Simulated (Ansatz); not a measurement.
RuW:
```yaml
crystal:
  lattice:
    - [0.00000, 2.53735, 2.53735]
    - [2.53735, 0.00000, 2.53735]
    - [2.53735, 2.53735, 0.00000]
  atoms:
    - { symbol: Ru, position: [0.00000, 0.00000, 0.00000] }
    - { symbol: W, position: [0.50000, 0.50000, 0.50000] }
```

Relaxed with PBEsol.

**Question.** Decompose the optical modes at the zone centre into irreducible representations, and say which are infrared and Raman allowed.

**Answer.** Point group m-3m: Γ_opt = T1u. Infrared: T1u. Raman: none.

**Question.** Assign frequencies (DFPT, PBEsol (plane waves, PAW; program Ansatz)).

**Answer.** T1u 92 cm⁻¹.

Space group Fm-3m (rock salt). The start of the workflow was typed in or built on a structure type; neither database checked (COD, Materials Project) lists it. Its standing as an ambient phase is unchecked. The PBEsol relaxation kept the symmetry of its start; its stability against distortions is not shown here. No spin polarisation was allowed. Its formation energy is positive at this level, so the cell may be metastable or incomplete. As this level gives no gap, phonon frequencies hold no LO–TO term and depend on the k-mesh and smearing (Fermi–Dirac, 0.1 eV here). Spin–orbit coupling is left out wherever it is not named.

Potentials: the later of the program's two PAW sets.
